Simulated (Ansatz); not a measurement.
## Calculated 17O NMR of the central transition for CaAl₂SiO₆

Cell: a computed structure from the Materials Project (it need not be an observed phase), its atoms then relaxed with PBE in this cell.

Space group P2_1/c (No. 14); a = 9.7124, b = 8.7594, c = 5.3298 Å, β = 105.11°.

| site | Wyckoff | site symmetry | x | y | z |
| --- | --- | --- | --- | --- | --- |
| Ca | 4e | 1 | 0.7685 | 0.9386 | 0.5173 |
| Al5 | 4e | 1 | 0.0383 | 0.1530 | 0.8314 |
| Al9 | 4e | 1 | 0.7567 | 0.3410 | 0.5173 |
| Si | 4e | 1 | 0.5358 | 0.6537 | 0.3108 |
| O17 | 4e | 1 | 0.8466 | 0.1698 | 0.7388 |
| O18 | 4e | 1 | 0.1171 | 0.9775 | 0.7931 |
| O19 | 4e | 1 | 0.1146 | 0.2269 | 0.1390 |
| O20 | 4e | 1 | 0.3612 | 0.6653 | 0.2256 |
| O21 | 4e | 1 | 0.6142 | 0.4906 | 0.3199 |
| O22 | 4e | 1 | 0.5950 | 0.7451 | 0.5923 |

One atom of each set is listed.

Computed with Ansatz: DFT, PBE, plane waves and PAW, scalar-relativistic, 420 eV cutoff, Γ-centred 3×3×4 k-points, Fermi–Dirac smearing 0.02 eV.

17O has I = 5/2 and Q = -25.58 mb (Pyykkö 2018); at 35.2 T its Larmor frequency is ν₀ = 203.3 MHz. Only the quadrupole interaction is simulated: positions count from each site's isotropic chemical shift, and J coupling is left out, as are shift anisotropy and dipolar coupling, which fast spinning averages.

Q: Simulate the second-order pattern (fast magic-angle spinning, Gaussian broadening 0.08 kHz) of site O22 (2 Si at 1.67–1.68 Å, angle 141°; also 2 Ca at 2.49–2.93 Å).

A: The calculation gives C_Q = -5.57 MHz and η = 0.03, so ν_Q = 0.835 MHz and the centre of gravity lies at -4.50 ppm (-0.915 kHz).

offset (kHz), height and a bar:
```
   -2.386          0 
   -2.329          0 
   -2.273          3 #
   -2.216          5 #
   -2.160          5 #
   -2.103          5 #
   -2.047          5 #
   -1.990          5 ##
   -1.934          5 ##
   -1.877          5 ##
   -1.821          5 ##
   -1.764          6 ##
   -1.708          6 ##
   -1.651          6 ##
   -1.595          6 ##
   -1.538          7 ##
   -1.482         21 ######
   -1.425         69 #####################
   -1.369         71 #####################
   -1.312         51 ###############
   -1.256         43 #############
   -1.199         39 ############
   -1.143         37 ###########
   -1.086         35 ###########
   -1.030         35 ##########
   -0.973         34 ##########
   -0.917         34 ##########
   -0.860         34 ##########
   -0.804         35 ##########
   -0.747         36 ###########
   -0.691         38 ###########
   -0.635         40 ############
   -0.578         43 #############
   -0.522         48 ##############
   -0.465         57 #################
   -0.409         78 #######################
   -0.352        100 ##############################
   -0.296         45 ##############
   -0.239          4 #
   -0.183          0
```

At O22 V_zz runs parallel to the line that joins its two neighbours (within 3°).

The relaxation (8 steps) took 6.6 min of wall time (6.7 min of CPU time) and 1.3 GiB at its peak, on 1 thread of Intel Xeon Platinum 8259CL CPU @ 2.50GHz (Skylake/Cascade Lake) (x86_64; 4 cores open to the job, memory cap 3.0 GiB, no GPU), a shared host with a load of 0.4 a core.
